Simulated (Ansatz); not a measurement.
Au (hcp (Mg type), space group No. 194) at seven volumes, DFT-r²SCAN+D4 in the program Ansatz with PAW potentials, shape and atoms relaxed at each. One row is withheld.

```
V (Å³/atom)  P (GPa)
-----------  -------
15.821         19.61
16.342         11.68
16.864          5.22
17.385          0.00
17.907         -4.24
18.428         -7.69
18.950             ?
```

**Question.** Fit the shown pressures and predict the withheld one.

**Answer.** P = (3/2)B₀(x^(7/2) − x^(5/2))[1 + (3/4)(B′ − 4)(x − 1)] with x = (V₀/V)^(2/3). Least squares on the six rows gives V₀ = 17.385 Å³/atom, B₀ = 157 GPa, B′ = 6.00. At V = 18.950, x = 0.9442 and P = -10.44 GPa. The run itself gave -10.48 GPa.

Space group P6_3/mmc (hcp (Mg type)). The workflow started from an entry of the Crystallography Open Database (COD), which files this formula under 2 space groups. It is not the phase usual at ambient conditions (space group No. 225). The r²SCAN+D4 relaxation kept the symmetry of its start; whether a distortion lowers the energy is not shown. The pairwise dispersion correction was not fitted to metals. Spin–orbit coupling is left out wherever it is not named.

Potentials: the later of the program's two PAW sets.
